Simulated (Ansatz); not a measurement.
Ir (fcc (Cu type)), relaxed with PBEsol (Ansatz, a quantum-chemistry and plane-wave program, plane waves, PAW): a = 3.8301 Å, b = 3.8301 Å, c = 3.8301 Å, α = 90.00°, β = 90.00°, γ = 90.00°.

B₀ by P(V) fit (GPa): 387
K_Hill (GPa): 387
G_Hill (GPa): 244
Θ_D (K): 448

Question: The same phase is relaxed and computed with r²SCAN in the same code. What are the cell and these values now?

Answer: a = b = c = 3.845 Å, α = β = γ = 90.00°.

- B₀ by P(V) fit (GPa) = 378
- K_Hill (GPa) = 379
- G_Hill (GPa) = 240
- Θ_D (K) = 445

All cells were relaxed under the symmetry of their starts (and spin orders); stability against distortions was not tested throughout. Named crystals with no word on spin ran without spin polarisation. Scalar-relativistic: spin–orbit coupling is off unless named, which matters more the heavier the elements.

Potentials: the earlier of the program's two PAW sets. The files were generated under PBE; for other functionals the program regenerates the frozen cores, and for LDA and PBEsol the local potential too.

Ansatz is a plane-wave DFT program.
